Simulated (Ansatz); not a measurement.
## Equation of state of barium, hcp

The calculation used DFT, BLYP, plane waves (420 eV) with PAW, scalar-relativistic (Ansatz). (PAW data from PBE, frozen cores regenerated.)

The cell is scaled uniformly from the relaxed one, with fractional coordinates and shape fixed. Energies are extrapolated to zero smearing, pressures are those at the given smearing. Magnetic state: spin not included.

| V (Å³/atom) | E − E₀ (meV/atom) | P (GPa) |
| --- | --- | --- |
| 58.831 | 26.9 | 1.23 |
| 61.505 | 11.1 | 0.77 |
| 64.179 | 2.5 | 0.37 |
| 66.853 | 0.0 | 0.04 |
| 69.528 | 2.7 | -0.25 |
| 72.202 | 9.7 | -0.50 |
| 74.876 | 20.5 | -0.70 |

Problem. Fit a third-order Birch-Murnaghan equation.

Solution. V₀ = 66.75 Å³/atom, B₀ = 7.8 GPa, B₀′ = 3.1.
